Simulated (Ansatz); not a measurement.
In$_{2}$Se$_{3}$:
```yaml
crystal:
  lattice:
    - [3.97406, 0.00000, 0.00000]
    - [-1.98703, 3.44164, 0.00000]
    - [0.00000, 0.00000, 9.86979]
  atoms:
    - { symbol: In, position: [0.33333, 0.66667, 0.18928] }
    - { symbol: In, position: [0.66667, 0.33333, 0.81072] }
    - { symbol: Se, position: [0.00000, 0.00000, 0.00000] }
    - { symbol: Se, position: [0.33333, 0.66667, 0.67657] }
    - { symbol: Se, position: [0.66667, 0.33333, 0.32343] }
```

Relaxed with r²SCAN. Special points in fractions of this cell's reciprocal vectors: Γ (0.000, 0.000, 0.000); M (0.500, 0.000, 0.000); K (0.333, 0.333, 0.000); A (0.000, 0.000, 0.500); L (0.500, 0.000, 0.500); H (0.333, 0.333, 0.500).

Question: List the band energies nearest the valence-band maximum at these points for plane-wave PAW r²SCAN with spin–orbit coupling (Ansatz code).

Answer: In eV from the valence-band maximum; about four levels below and three above (degenerate sets whole), none deeper than 8.9 eV; points with the same levels are listed once.

```tsv
k	below	above
Γ	-0.07 -0.07 -0.03 -0.03	1.48 1.48 3.44 3.44
M	-0.69 -0.69 -0.35 -0.35	0.50 0.50 3.32 3.32
K	-1.01 -1.01 -0.67 -0.67	2.42 2.42 2.45 2.45
A	-0.11 -0.11 -0.10 -0.10	2.45 2.45 3.08 3.08
L	-0.37 -0.37 -0.10 -0.10	0.88 0.88 2.91 2.91
H	-1.30 -1.30 -0.85 -0.85	2.77 2.77 2.79 2.79
```

Space group P-3m1 (La2O3 or Ni2Al3 type). The cell is a constructed one: a structure type filled with these elements; neither database checked (COD, Materials Project) lists it. COD files the formula under space group No. 160, 166, 169, 170, so this cell is another polymorph or a model. Whether it is the stable phase at ambient conditions was not checked. The cell was relaxed with r²SCAN under the symmetry of its start; whether a distortion lowers the energy is not shown.

Potentials: the earlier of the program's two PAW sets.
